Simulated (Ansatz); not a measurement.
## What DFT gives for Na6ZnSb2

```yaml
crystal:
  lattice:
    - [0.00000, 5.47291, 0.00000]
    - [5.03814, -2.73645, 0.00000]
    - [1.30772, 0.00000, -9.22309]
  atoms:
    - { symbol: Sb, position: [0.14474, 0.28948, 0.75097] }
    - { symbol: Sb, position: [0.85526, 0.71052, 0.24903] }
    - { symbol: Zn, position: [0.00000, 0.00000, 0.00000] }
    - { symbol: Na, position: [0.47030, 0.94060, 0.72470] }
    - { symbol: Na, position: [0.52970, 0.05940, 0.27530] }
    - { symbol: Na, position: [0.29260, 0.58520, 0.07050] }
    - { symbol: Na, position: [0.70740, 0.41480, 0.92950] }
    - { symbol: Na, position: [0.17360, 0.34720, 0.40920] }
    - { symbol: Na, position: [0.82640, 0.65280, 0.59080] }
```

Level: PBE, no spin polarisation; 420 eV; 6×6×4 Γ-centred mesh; fermi-dirac occupations (width 0.0183 eV); Ansatz 0.2.0, fixed geometry.

Question: Describe some of the short contacts.

Answer: Sb–Zn at 2.56 Å: least valence density 0.40 e/Å³ and ELF 0.48 there. Na–Zn at 3.11 Å: least valence density 0.06 e/Å³ and ELF 0.07 there. Na–Sb at 3.16 Å: least valence density 0.08 e/Å³ and ELF 0.04 there. These are pseudo-fields; inside the PAW spheres they differ from the all-electron ones.

Question: Which atom feels the largest force, and which way?

Answer: The largest is on Sb1 (and as large on other atoms): 0.36 eV/Å, components (0.27, 0.00, 0.24). It makes 157° with the line to a nearest neighbour, Zn3 at 2.56 Å, pointing away from it.

Question: Is there a gap?

Answer: It is a metal, with about 3.9 states/eV a cell as the mean within 0.25 eV of the Fermi level.

Question: Is the cell too large or too small?

Answer: The pressure is 0.7 GPa (compression positive), so with the atoms held at these fractions the cell would first expand. The principal stresses -0.5, 0.2, 2.5 GPa differ, so its shape would change too.

Question: What is the formation energy?

Answer: -0.23 eV an atom against the elements' usual phases (free molecules for gases, crystals otherwise, with no correction for O₂ or N₂), so it is bound against them; other compounds may still compete. Relaxing would lower it.

Origin: a known structure type with other elements, at an estimated volume, so it need not be a known compound.
